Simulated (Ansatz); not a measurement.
The start is a generated cell, ZnSiP2 built in the chalcopyrite structure type. A full variable-cell relaxation at zero pressure is run with PBEsol (plane waves to 420 eV, PAW, scalar-relativistic; Ansatz, a quantum-chemistry and plane-wave program). The first steps use a coarse 6×6×6 k-mesh.

Starting cell:
```
ZnSiP2
1.0
   -2.60662     2.60662     5.13685
    2.60662    -2.60662     5.13685
    2.60662     2.60662    -5.13685
Zn Si P
2 2 4
Direct
  0.75000   0.25000   0.50000
  0.00000   0.00000   0.00000
  0.25000   0.75000   0.50000
  0.50000   0.50000   0.00000
  0.13240   0.12500   0.50740
  0.61760   0.62500   0.49260
  0.37500   0.86760   0.99260
  0.87500   0.38240   0.00740
```

```yaml
initial_pressure: "+7.3 GPa (positive: the cell is compressed)"
largest_initial_force: 0.38 eV/Å, on P5, P6, P7, P8 (atoms numbered as listed)
outcome: The space group stays I-42d (No. 122) (the run could not lower it); the end is chalcopyrite type, with 8 atoms in the primitive cell
volume_change: +7.2 %, from 17.45 to 18.71 Å³/atom
Shortest distances (start → end): "The closest pairs of elements (up to four, under 3.6 Å), start → end: P–Si 2.22 → 2.25 Å; P–Zn 2.27 → 2.35 Å"
optimiser_moves: 4
```

Final values are on a 9×9×9 k-mesh of the relaxed cell. No spin polarisation in the result.

The run could not lose the symmetry of its start; a randomly shaken copy of 8 atoms returns to this structure.
